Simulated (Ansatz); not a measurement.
Mg$_{2}$Si:
```cif
data_Mg8Si4
_chemical_formula_sum 'Mg8 Si4'
_space_group_name_H-M_alt 'Fm-3m'
_space_group_IT_number 225
_space_group_name_Hall '-F 4 2 3'
_cell_length_a 6.36441
_cell_length_b 6.36441
_cell_length_c 6.36441
_cell_angle_alpha 90.000
_cell_angle_beta 90.000
_cell_angle_gamma 90.000
loop_
_atom_site_label
_atom_site_type_symbol
_atom_site_symmetry_multiplicity
_atom_site_Wyckoff_symbol
_atom_site_fract_x
_atom_site_fract_y
_atom_site_fract_z
_atom_site_occupancy
Mg1 Mg 8 c 0.25000 0.25000 0.25000 1
Si1 Si 4 a 0.00000 0.00000 0.00000 1
```
(The calculation used a cell of 3 atoms; values per cell refer to that cell.)

Relaxed with PBE.

### Question
Give the optical modes at the zone centre with their infrared activity from DFPT, DFT-PBE in the program Ansatz with PAW potentials.

### Answer
Transverse frequencies, without the LO–TO term; a row sums one degenerate level.

```tsv
ω (cm⁻¹)	degeneracy	IR ((D/Å)²/amu)	activity	symmetry
255	3	0.00	IR-inactive	T2g
273	3	53.79	IR	T1u
```

### Question
How high does the top mode go among those that the LO–TO term moves?

### Answer
336 cm⁻¹ for q along x.

Symmetry was held in the PBE relaxation; phonons on a q-mesh show no instability.

Potentials: the later of the program's two PAW sets.
